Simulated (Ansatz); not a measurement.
# Deforming Na

```yaml
crystal:
  lattice:
    - [-2.11750, 2.11750, 2.11750]
    - [2.11750, -2.11750, 2.11750]
    - [2.11750, 2.11750, -2.11750]
  atoms:
    - { symbol: Na, position: [0.00000, 0.00000, 0.00000] }
```

The cell is a measured one (Crystallography Open Database entry 9011002); the temperature and pressure of the measurement aren't taken into account, and nothing was relaxed.

Method: DFT, PBEsol, all-electron LAPW, scalar-relativistic (Ansatz 0.2.0).

Settings: a Γ-centred 11×11×11 k mesh, Fermi–Dirac smearing of 0.03 eV, basis error target 0.5 meV/atom, no spin polarisation.

The unchanged cell is at -0.34 GPa.

In a metal, stresses and small energies carry noise from the k mesh.

x, y and z are the Cartesian axes of the cell as listed; fractional coordinates follow a strain, and an engineering shear is twice the off-diagonal strain component.

With equal xy, yz and zx engineering shear strains of -2 %: energy change +1 meV/atom; stress change (xx, yy, zz, yz, xz, xy) 0.01, 0.01, 0.01, 0.16, 0.16, 0.16 GPa, compression positive.

With equal xy, yz and zx engineering shear strains of -1 %: energy change under 1 meV/atom; stress change (xx, yy, zz, yz, xz, xy) 0.00, 0.00, 0.00, 0.07, 0.07, 0.07 GPa, compression positive.

With this change (equal xy, yz and zx engineering shear strains of +1 %), what becomes of the energy and stress?

Energy change under 1 meV/atom; stress change (xx, yy, zz, yz, xz, xy) 0.00, 0.00, 0.00, -0.07, -0.07, -0.07 GPa, compression positive.

With equal xy, yz and zx engineering shear strains of +2 %: energy change under 1 meV/atom; stress change (xx, yy, zz, yz, xz, xy) 0.01, 0.01, 0.01, -0.13, -0.13, -0.13 GPa, compression positive.
